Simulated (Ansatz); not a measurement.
Te$_{2}$Pt:
```cif
data_PtTe2
_chemical_formula_sum 'Te2 Pt1'
_space_group_name_H-M_alt 'P-3m1'
_space_group_IT_number 164
_space_group_name_Hall '-P 3 2"'
_cell_length_a 4.01998
_cell_length_b 4.01998
_cell_length_c 5.09066
_cell_angle_alpha 90.000
_cell_angle_beta 90.000
_cell_angle_gamma 120.000
loop_
_atom_site_label
_atom_site_type_symbol
_atom_site_symmetry_multiplicity
_atom_site_Wyckoff_symbol
_atom_site_fract_x
_atom_site_fract_y
_atom_site_fract_z
_atom_site_occupancy
Te1 Te 2 d 0.33333 0.66667 0.26328 1
Pt1 Pt 1 a 0.00000 0.00000 0.00000 1
```

Relaxed with LDA.

Tabulate the valence density and the electron localisation function along the shortest Te–Pt contact (2.68 Å), LDA (plane waves, PAW; program Ansatz).



```csv
distance from Te (Å),density (e/Å³),ELF
0.27,13.35,0.01
0.40,9.34,0.04
0.54,5.45,0.15
0.67,2.63,0.31
0.80,1.22,0.44
0.94,0.77,0.51
1.07,0.62,0.56
1.21,0.53,0.59
1.34,0.49,0.51
1.47,0.53,0.36
1.61,0.68,0.28
1.74,1.06,0.29
1.88,2.01,0.38
2.01,3.71,0.50
2.14,5.99,0.60
2.28,8.44,0.66
2.41,10.47,0.68
```

The density is the valence pseudo-density with augmentation charge, so density and ELF within about 1 Å of a nucleus are not all-electron values.

Symmetry was held in the LDA relaxation. No spin polarisation was allowed. A crystal of weakly bound layers computed without a dispersion correction: the cell and the soft elastic constants depend strongly on that. Scalar-relativistic: spin–orbit coupling is off unless named, which matters more the heavier the elements.

Potentials: the later of the program's two PAW sets.
